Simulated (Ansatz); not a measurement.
Be$_{5}$Pt:
```
Be5Pt
1.0
    0.00000     2.96988     2.96988
    2.96988     0.00000     2.96988
    2.96988     2.96988     0.00000
Be Pt
5 1
Direct
  0.75000   0.75000   0.75000
  0.87366   0.37545   0.37545
  0.37545   0.37545   0.37545
  0.37545   0.37545   0.87366
  0.37545   0.87366   0.37545
  0.00000   0.00000   0.00000
```

Relaxed with PBEsol. Special points in fractions of this cell's reciprocal vectors: Γ (0.000, 0.000, 0.000); X (0.500, 0.000, 0.500); U (0.625, 0.250, 0.625); K (0.375, 0.375, 0.750); L (0.500, 0.500, 0.500); W (0.500, 0.250, 0.750).

Task: List the band energies nearest the valence-band maximum at these points for DFT-PBEsol in the program Ansatz with PAW potentials.

Result: In eV from the valence-band maximum; about four levels below and three above (degenerate sets whole), none deeper than 8.9 eV; points with the same levels are listed once.

```tsv
k	below	above
Γ	-4.07 -0.34 -0.34 -0.34	2.56 3.22 3.22 3.22
X	-4.47 -4.47 -4.28 -4.28 -2.03	0.16 5.05 6.05 6.05
U	-4.10 -3.82 -3.13 -1.72	0.70 3.74 4.50
L	-4.69 -4.69 -3.07 -1.91 -1.91	2.45 2.45 3.33
W	-4.37 -4.26 -3.23 -0.61	0.16 3.42 3.96
```

Space group F-43m. The workflow started from a Materials Project entry (that database holds measured and hypothetical structures alike); the Crystallography Open Database copy checked does not list it. With Be and Pt taken as one species the cell has the higher symmetry Fd-3m, so it may be an ordered model of a mixed-site phase. Whether it is the stable phase at ambient conditions was not checked. The cell was relaxed with PBEsol under the symmetry of its start; its stability against distortions is not shown here. The run is not spin-polarised. Scalar-relativistic: spin–orbit coupling is off unless named, which matters more the heavier the elements.

Potentials: the later of the program's two PAW sets.
